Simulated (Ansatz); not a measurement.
An Ansatz input:

```yaml
crystal:
  lattice:
    - [5.0649727244, 0.0, 0.0]
    - [-2.5324863622, 4.3863950488, 0.0]
    - [0.0, 0.0, 2.7764996032]
  atoms:
    - { symbol: Nb, position: [0.0, 1.0, 1.0], spin: 1.0 }
    - { symbol: Nb, position: [0.3333333333, 0.6666666667, 0.5], spin: 1.0 }
    - { symbol: Nb, position: [0.6666666667, 0.3333333333, 0.5], spin: 1.0 }
hamiltonian:
  xc: r2scan
  pseudopotentials:
    kind: paw
    azcp:
      Nb: "pseudopotentials/Nb.paw.azcp"
basis:
  ecutwfc: 500
  fft_grid_basis: typed
kpoints:
  mp_grid: { grid: [10, 10, 15], shift: [0, 0, 0] }
magnetization:
  spin_polarized: true
scf:
  occupations: { method: fermi_dirac, width: 0.05 }
output:
  stress: true
```

Terminal output

```
Engine: ansatz 0.2.0, aarch64-unknown-linux-gnu
Pseudopotentials: kind: paw
Pseudopotential: Nb, paw, valence charge 13, recommended cutoff 500 eV (meta_gga) 
Functional definition: r2SCAN
  parameter k0 = 0.174
  parameter k1 = 0.065
  parameter a1 = 4.9479
  exchange = r2scan_x(k0 = k0, k1 = k1, a1 = a1)
  correlation = r2scan_c
Crystal: 3 atoms, lattice volume = 61.685 Å³
Basis set: ecut = 500 eV, 1565 PW (Γ), exchange–correlation on 160×160×96 points (64 copies of the dense FFT grid, shifted against one another)
Bands: 26, of which v1, the nominal top of the filled ones, is band 20 counted from 1 (19 counted from 0)
Symmetry: 24 space group operations
Space group: P6/mmm (ITA 191), of the structure as read, at distance tolerance 4.0e-5 Å
Magnetic group: BNS 191.233 (UNI 1463), of the structure as read, at distance tolerance 4.0e-5 Å
k-points: 112 of 1500
Non-local potential: Nb, projectors of the file, l = 0: 3, l = 1: 2, l = 2: 2, l = 3: 1
PAW form: soft (Blöchl's): semilocal exchange-correlation on the pseudo side does not see the compensation charge
PAW frozen core: Nb, regenerated for the run's functional (the file was generated under x = pbe(κ = 0.804, μ = 0.2195149727645171), c = pbe(β = 0.06672455060314922))
PAW one-centre angular grid: Nb, 590 points (default); XC on 160 Gauss nodes
Initial density: superposition of atomic densities (chi_scale 0.1, normalization cell)
Starting moments: Σ|m| = 3 μB on 3 of 3 sites
Initial wavefunctions: pseudopotential atomic-orbital guess
Functional: x = r2scan, c = r2scan; τ floored in thin density (d = 2e-4 eV/Å³)
SCF iter   1: F=—  HF=-13689.823421 eV  |F-HF|=—  |Δ(HF+E_count)|=         —  Δρ=4.97e-2 (↑4.97e-2 ↓2.88e-2)  dr2=4.32e0  dr2_τ=4.76e-2  dr2_m=1.48e-1  M=1.595 μB ∫|m|=1.595 μB  β_m=0.64  ethr=3.10e-3  ⟨swp⟩=5.1  Hψ=21520  notcnv=0
Mixer restart at iter 1: flushing history
spin=Collinear: Kerker preconditioning applied to the charge; magnetization (m = ρ↑ − ρ↓) channel mixes plain (no charge-response kernel on spin).
SCF iter   2: F=—  HF=-13689.718018 eV  |F-HF|=—  |Δ(HF+E_count)|=   1.05e-1  Δρ=3.42e-2 (↑3.42e-2 ↓2.43e-2)  dr2=2.44e0  dr2_τ=1.20e-2  dr2_m=4.10e-2  M=1.294 μB ∫|m|=1.294 μB  β_m=0.30  ethr=3.10e-3  ⟨swp⟩=2.9  Hψ=11613  notcnv=0  defer=130  κ⁻¹=1.0e0(r=1)
SCF iter   3: F=—  HF=-13689.814972 eV  |F-HF|=—  |Δ(HF+E_count)|=   9.70e-2  Δρ=1.28e-2 (↑8.96e-3 ↓1.28e-2)  dr2=1.86e-1  dr2_τ=2.76e-3  dr2_m=1.45e-2  M=0.565 μB ∫|m|=0.572 μB  β_m=0.30  ethr=3.10e-3  ⟨swp⟩=2.0  Hψ=11047  notcnv=0  defer=130  κ⁻¹=3.8e-2(r=2)
...
SCF iter  16: F=—  HF=-13689.982383 eV  |F-HF|=—  |Δ(HF+E_count)|=   5.56e-9  Δρ=5.15e-7 (↑4.55e-7 ↓5.15e-7)  dr2=4.09e-10  dr2_τ=9.58e-12  dr2_m=4.51e-11  M=-0.000 μB ∫|m|=0.000 μB  β_m=0.30  ethr=1.92e-12  ⟨swp⟩=2.1  Hψ=10318  notcnv=0  defer=87  κ⁻¹=8.4e-6(r=8)
SCF iter  17: F=—  HF=-13689.982383 eV  |F-HF|=—  |Δ(HF+E_count)|=   3.90e-9  Δρ=6.29e-7 (↑6.29e-7 ↓3.82e-7)  dr2=2.34e-10  dr2_τ=1.81e-11  dr2_m=1.23e-10  M=-0.000 μB ∫|m|=0.000 μB  β_m=1.00  ethr=1.05e-12  ⟨swp⟩=1.0  Hψ=16891  notcnv=0  κ⁻¹=1.7e-6(r=8)
SCF iter  18: F=-13689.982383 eV  HF=-13689.982383 eV  |F-HF|=1.64e-11  |Δ(HF+E_count)|=  3.97e-10  Δρ=2.62e-7 (↑2.62e-7 ↓1.77e-7)  dr2=7.14e-11  dr2_τ=3.04e-12  dr2_m=1.81e-11  M=0.000 μB ∫|m|=0.000 μB  ethr=1.00e-12  ⟨swp⟩=2.0  Hψ=11069  notcnv=0
SCF 1 converged in 18 iterations: F = -13689.982383 eV  dr2 = 7.14e-11
WARN: the starting moments were not kept: the SCF closed with an absolute magnetisation of 1.4e-5 μB, where they sum to 3 μB in size (3 sites). That is at most 0.1 of that sum. Measured as dr2_m measures the in/out step, that magnetisation stands 1.5e-11 eV from none, at or under the dr2_threshold of 1.0e-7 eV: it is no larger than a step whose dr2_m would equal this threshold. The system may hold no moment; this SCF shows only that its start led to no more than that. To try another start: raise the starting moments (crystal.atoms[].spin, magnetization.per_species, magnetization.initial_magnetization, or on a non-collinear deck that types none of these the spinor_matrix: blocks that start its atoms; where the total moment is fixed, keep their sum and leave initial_magnetization as it is; typed ones take the place of any that the run laid by itself, positive ones on a crystal's lanthanoids without a Hubbard term where scf.initial_density.shell_occupations: [] is typed) or, if the notice of its spin-set hold's release reads "site moments contracting" or "site moments show no strong build", lengthen the hold (scf.mixing.spin_hold: { on: { confirm: 4 } }; for m-r²SCAN on two components see the key's manual first). Each may lead to a state that holds a moment. A second SCF, from the converged charge density, with the starting moments and any scf.initial_density.shell_occupations laid on it anew, would have followed, and was not run: the deck does not ask for one (magnetization.retry_lost_moments is false, the default). To let it run, set magnetization.retry_lost_moments: true and run the deck again, where that key's refused combinations let it; where memory then withholds it, that run's warning says so.
this state was not tested for a lower state beside it, because the mixer in use, unlike msr1, does not test its closes by its own steps (another_mixer; see scf.mixing.algorithm and scf.lower_state_search)
SCF converged after 18 iterations
Magnetization: 0.0000 μB (19.5000 up, 19.5000 down)
Absolute magnetization: 0.0000 μB (∫|ρ↑−ρ↓|, with the PAW one-centre terms)
Spin contamination: 0.0000 ħ² per cell (⟨S²⟩ above its minimum at these occupations)
Per-site moments (μB) at R_I (Å): [(-2.243681630963522e-6, 1.1453060863200002), (3.7808517402535906e-6, 1.1453060863200002), (3.7808517402535885e-6, 1.1453060863200002)]
Free energy (F): -13689.982383 eV
Harris-Foulkes:  -13689.982383 eV  (|F-HF|=1.64e-11)
Internal energy: -13689.954696 eV  (E = F + TS)
E sigma→0 (E₀):  -13689.968539 eV
Entropy (-TS):   -0.027687 eV (-9.229 meV/atom)
Fermi energy:    15.403486 eV
--- Per-component energies (eV) ---
  E_band       = -339.425989
  E_kinetic    = 1168.772067
  E_local      = -2323.637749  (includes V_loc(G=0)·N_el)
  E_nonlocal   = 357.504066
  E_hartree    = 719.865651
  E_xc         = -504.067126
  E_vxc        = -702.581133  (∫ρ·V_xc dr)
  E_paw        = -9269.824909  (= ΣΔE_a)
  E_vpaw       = -323.342060  (= ΣTr[D̂ρ^β])
  E_aug_tail   = 0.000013  (compensation charges beyond the density's cutoff)
  E_vtau       = 44.127469  (kinetic-family band-sum trace: ∫τ·v_τ [+ j·A + Jᵃ·Aᵃ] dr)
  E_ewald      = -3837.989417
  E_core_change = -0.577292  (= ΣΔE_core)
  E_smearing   = -0.027687  (= −TS)
  E_closure    = 0.000000  (closes the sum)
  Σ components = -13689.982383   (vs F -13689.982383, Δ=0.00e0)
--- Stress (GPa, compression-positive) ---
      -14.771261      -0.000000       0.000000
       -0.000000     -14.771261       0.000000
        0.000000       0.000000     -16.885115
  P = ⅓ Tr σ = -15.4759 GPa (-154.759 kbar)
```
